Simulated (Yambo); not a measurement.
G0W0@LDA for AlPO₄ (space group P6_3mc, No. 186) in Yambo. Reference settings: 3×3×1 Γ-centred k mesh, 297 bands and a 7 Ry block in the screening, 297 bands in G with the Bruneval-Gonze terminator, plasmon pole fitted at 27.2 eV. The LDA gap Γ → Γ on this mesh is 5.34 eV; G0W0 gaps are taken between the same points.

```tsv
change from the reference	G0W0 gap Γ → Γ (eV)	shift of the valence edge (eV)
reference settings	8.56	-1.96
3 Ry block, no terminator	8.44	-1.89
wavefunctions cut at 20 Ry	___	-1.86
exchange cut at 5 Ry	6.41	1.26
230 bands in W, 230 bands in G, no terminator	___	-1.66
70 bands in W, 70 bands in G, 3 Ry block	9.00	-1.97
110 bands in W, 110 bands in G, 2 Ry block	___	-2.31
wavefunctions cut at 50 Ry	8.55	-1.95
```

**Question.** Estimate the withheld gaps from the other rows; the computed values follow.

**Answer.** 
- wavefunctions cut at 20 Ry, G0W0 gap Γ → Γ (eV): 8.52
- 230 bands in W, 230 bands in G, no terminator, G0W0 gap Γ → Γ (eV): 8.39
- 110 bands in W, 110 bands in G, 2 Ry block, G0W0 gap Γ → Γ (eV): 9.01

The reference isn't shown to be the converged limit.

Geometry of the Materials Project entry, not relaxed at this level; primitive cell a = b = 5.286 Å, c = 8.629 Å, α = β = 90.00°, γ = 120.00°.

A shift is the quasiparticle energy of the state minus its LDA energy.
